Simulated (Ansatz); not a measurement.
GaSb:
```xyz
6
Lattice="4.3674 0.0000 0.0000 -2.1837 3.7823 0.0000 0.0000 0.0000 9.4973" Properties=species:S:1:pos:R:3 pbc="T T T"
Ga     2.1833     0.0000     6.3315
Ga    -1.0916     1.8908     3.1658
Ga     1.0921     1.8915     0.0000
Sb     2.1835     0.0000     1.5829
Sb    -1.0917     1.8909     7.9144
Sb     1.0920     1.8914     4.7486
```

Relaxed with r²SCAN.

Q: Tabulate the valence density and the electron localisation function along the shortest Ga–Sb contact (2.70 Å), r²SCAN in the plane-wave PAW code Ansatz.

A: 

```csv
distance from Ga (Å),density (e/Å³),ELF
0.27,23.37,0.03
0.40,9.44,0.04
0.54,3.22,0.10
0.67,1.24,0.20
0.81,0.67,0.28
0.94,0.47,0.34
1.08,0.40,0.47
1.21,0.38,0.64
1.35,0.39,0.71
1.48,0.44,0.66
1.62,0.52,0.55
1.75,0.69,0.43
1.89,1.21,0.33
2.02,2.54,0.21
2.16,4.99,0.11
2.29,8.36,0.05
2.43,11.96,0.03
```

The density is the valence pseudo-density with augmentation charge, so density and ELF within about 1 Å of a nucleus are not all-electron values.

Space group P6_222. The start of the workflow was typed in or built on a structure type; neither database checked (COD, Materials Project) lists it. It is not the phase usual at ambient conditions (space group No. 216). Symmetry was held in the r²SCAN relaxation; its stability against distortions is not shown here. Spin–orbit coupling is left out wherever it is not named.

Potentials: the earlier of the program's two PAW sets.
